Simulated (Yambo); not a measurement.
CsVN$_{2}$ (space group Fd-3m, No. 227), G0W0@LDA in Yambo with this input:

```
rim_cut
gw0
dyson
el_el_corr
HF_and_locXC
ppa
em1d
RandQpts= 1000000
RandGvec= 1 Ry
EXXRLvcs= 84 Ry
VXCRLvcs= 336 Ry
Chimod= "HARTREE"
% BndsRnXp
 3 | 214 |
%
NGsBlkXp= 7 Ry
% LongDrXp
 1.0 | 1.0 | 1.0 |
%
PPAPntXp= 27.2114 eV
% GbndRnge
 1 | 214 |
%
GTermKind= "BG"
DysSolver= "n"
ExtendOut
```

On a 2×2×2 mesh, with wavefunctions cut at 84 Ry, the gap (L → Γ) is 1.330 eV and the valence edge shifts by 0.166 eV.

Problem. What happens with this change: 3 Ry block?

Solution. The gap rises by 0.210 eV, to 1.540 eV; the shift of the valence edge becomes 0.406 eV. Neither run is shown to be the converged limit.

Geometry of the Materials Project entry, not relaxed at this level; primitive cell a = b = c = 5.900 Å, α = β = γ = 60.00°.

The structure is a Materials Project entry; no match was found in the copy of COD used, and its stability was not checked.

The runs are not spin-polarised; magnetic order was not tried.

A shift is the quasiparticle energy of the state minus its LDA energy.
